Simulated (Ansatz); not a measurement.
Crystals of one space group, with the same sites and like axis ratios (P6_3/mmc), relaxed and computed with DFT-PBE in the program Ansatz with PAW potentials.

```json
[
 {"crystal": "AlMo2C", "a (Å)": "3.025", "V (Å³/atom)": "13.35", "spin order, net moment (μB/atom)": "not spin-polarised", "ΔH_f (eV/atom)": "-0.17"},
 {"crystal": "InMo2C", "a (Å)": "…", "V (Å³/atom)": "…", "spin order, net moment (μB/atom)": "not spin-polarised", "ΔH_f (eV/atom)": "…"},
 {"crystal": "InMo2N", "a (Å)": "3.221", "V (Å³/atom)": "15.04", "spin order, net moment (μB/atom)": "moments vanished", "ΔH_f (eV/atom)": "-0.01"},
 {"crystal": "SnMo2C", "a (Å)": "3.192", "V (Å³/atom)": "14.90", "spin order, net moment (μB/atom)": "not spin-polarised", "ΔH_f (eV/atom)": "0.01"}
]
```

Task: Fill in the missing entries.

Result: 
- InMo2C, a (Å): 3.126
- InMo2C, V (Å³/atom): 14.84
- InMo2C, ΔH_f (eV/atom): 0.00

Typed or built starts, not in the databases checked: AlMo2C, P6_3/mmc (Al on 2d, Mo on 4f, C on 2a); InMo2C, P6_3/mmc (In on 2d, Mo on 4f, C on 2a); InMo2N, P6_3/mmc (In on 2d, Mo on 4f, N on 2a); SnMo2C, P6_3/mmc (Sn on 2d, Mo on 4f, C on 2a). Began spin-polarised and lost the moments: InMo2N, P6_3/mmc (In on 2d, Mo on 4f, N on 2a). All cells were relaxed under the symmetry of their starts (and spin orders); stability against distortions was not tested throughout. Rows with no word on spin ran without spin polarisation. Spin–orbit coupling is left out wherever it is not named.

Potentials: the earlier of the program's two PAW sets.

Formation energies count from the lowest solids of the elements computed at the same level, not from gases.
